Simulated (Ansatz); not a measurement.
Ansatz (a program for electronic structure) input:

Ansatz 0.2 input:
```yaml
crystal:
  lattice:
    - [3.1717066369, 0.0, 0.0]
    - [0.0, 3.1717066369, 0.0]
    - [0.0, 0.0, 3.1717066369]
  atoms:
    - { symbol: Ti, position: [0.0, 0.0, 0.0] }
    - { symbol: Al, position: [0.5, 0.5, 0.5] }
kpoints:
  mp_grid: { grid: [13, 13, 13] }
hamiltonian:
  xc: r2scan
  pseudopotentials: { azcp: { folder: ./paw }, kind: paw }
scf:
  occupations: { method: gaussian, width: 0.1 }
checkpoint: { read: metal.run }
output: { bader: true, populations: true }
```

Output (shortened):

```
Pseudopotential: Ti, paw, valence charge 12
Pseudopotential: Al, paw, valence charge 3
Functional definition: r2SCAN
Crystal: 2 atoms, lattice volume = 31.906 Å³
Basis set: ecut = 500 eV, 799 PW (Γ), exchange–correlation on 96×96×96 points (64 copies of the dense FFT grid, shifted against one another)
Bands: 16, of which v1, the nominal top of the filled ones, is band 8 counted from 1 (7 counted from 0)
Symmetry: 48 space group operations
Space group: Pm-3m (ITA 221), of the structure as read, at distance tolerance 3.2e-5 Å
k-points: 84 of 2197
Stability of the state it starts from, as read at its close in the unpolarized treatment …
iter 1 solved again at ethr=4.63e-9 eV; its pass at ethr=3.10e-3 eV (dr2=6.94e-7 eV) is discarded
SCF iter   1: F=—  HF=-3045.417260 eV  |F-HF|=—  |Δ(HF+E_count)|=         —  Δρ=5.12e-8  dr2=7.77e-13  dr2_τ=1.19e-13  ethr=4.63e-9  ⟨swp⟩=2.9  Hψ=9404  notcnv=0
preconditioner: auto → none
SCF iter   2: F=-3045.417260 eV  HF=-3045.417260 eV  |F-HF|=0.00e0  |Δ(HF+E_count)|=  9.66e-10  Δρ=2.67e-8  dr2=2.25e-13  dr2_τ=1.63e-13  ethr=1.00e-12  ⟨swp⟩=4.2  Hψ=3785  notcnv=0
SCF 1 converged in 2 iterations: F = -3045.417260 eV  dr2 = 2.25e-13
SCF converged after 2 iterations
Free energy (F): -3045.417260 eV
Harris-Foulkes:  -3045.417260 eV  (|F-HF|=0.00e0)
Internal energy: -3045.406735 eV  (E = F + TS)
E sigma→0 (E₀):  -3045.411998 eV
Entropy (-TS):   -0.010525 eV (-5.263 meV/atom)
Fermi energy:    11.550620 eV
--- Per-component energies (eV) ---
  E_band       = -175.707900
  E_kinetic    = 304.654035
  E_local      = -1073.545572  (includes V_loc(G=0)·N_el)
  E_nonlocal   = 70.312240
  E_hartree    = 443.481860
  E_xc         = -147.533255
  E_vxc        = -192.600007  (∫ρ·V_xc dr)
  E_paw        = -1525.964702  (= ΣΔE_a)
  E_vpaw       = -183.029618  (= ΣTr[D̂ρ^β])
  E_aug_tail   = -0.000026  (compensation charges beyond the density's cutoff)
  E_vtau       = 11.537311  (kinetic-family band-sum trace: ∫τ·v_τ [+ j·A + Jᵃ·Aᵃ] dr)
  E_ewald      = -1116.497750
  E_core_change = -0.313564  (= ΣΔE_core)
  E_smearing   = -0.010525  (= −TS)
  E_closure    = 0.000000  (closes the sum)
  Σ components = -3045.417260   (vs F -3045.417260, Δ=0.00e0)
  [band-id]    e_kinetic+e_local+e_nonlocal+2·e_hartree+e_vxc+e_vpaw+e_augmentation_tail+e_vtau = -175.707917   (vs E_band -175.707900, Δ=-1.70e-5)
--- Band table (eV; the first three rows and the last of 84) ---
  k-point 0: bands = ["-47.7411", "-22.8813", "-22.8813", "-22.8813", "1.6366", "9.9072", "9.9072", "13.6018", "13.6018", "13.6018", "16.2112", "16.2112", "16.2112", "20.6335", "20.6335", "24.6099"]
  k-point 1: bands = ["-47.7402", "-22.8922", "-22.8804", "-22.8804", "1.7367", "9.8527", "9.9534", "13.4215", "13.4215", "13.6137", "15.7903", "16.4637", "16.4637", "20.5035", "21.0513", "24.9256"]
  k-point 2: bands = ["-47.7376", "-22.9223", "-22.8778", "-22.8778", "2.0340", "9.6253", "10.0860", "13.0259", "13.0259", "13.6471", "15.0286", "17.0794", "17.0794", "20.1380", "21.7795", "25.9388"]
  k-point 83: bands = ["-47.6944", "-23.0179", "-23.0176", "-23.0176", "8.0861", "8.3041", "8.3041", "12.7610", "13.8791", "13.8791", "14.1085", "15.0114", "15.0114", "18.5040", "18.5040", "18.6917"]
--- Löwdin populations: 2 sites ---
  site symbol       q [e]
     0     Ti     11.4692
     1     Al      3.4248
  spilling = 0.007070 (of n_electrons = 15.000000)
--- Bader charges: 2 sites ---
  site symbol  charge [e]  shift [e]
     0     Ti      0.7166     0.0006
     1     Al     -0.7166     0.0006
  shift: an alarm, by how much a part of what the PAW files miss would move the charge. Where it is large, compare
  with a run on PAW files of another source; a small one proves nothing
  estimated error of the sums over rays = 5.5e-4 e
```

Cost: around 10 core-seconds (rough) on shared cores.

The first step of the workflow began from a Materials Project structure, measured or hypothetical; the Crystallography Open Database copy checked does not list it. With Ti and Al taken as one species the cell has the higher symmetry Im-3m, so it may be an ordered model of a mixed-site phase. It is not the phase usual at ambient conditions (space group No. 123). The cell was relaxed with r²SCAN under the symmetry of its start. At this level the phase is mechanically unstable. The run is not spin-polarised.

Potentials: the earlier of the program's two PAW sets.

Ansatz is a plane-wave DFT program.
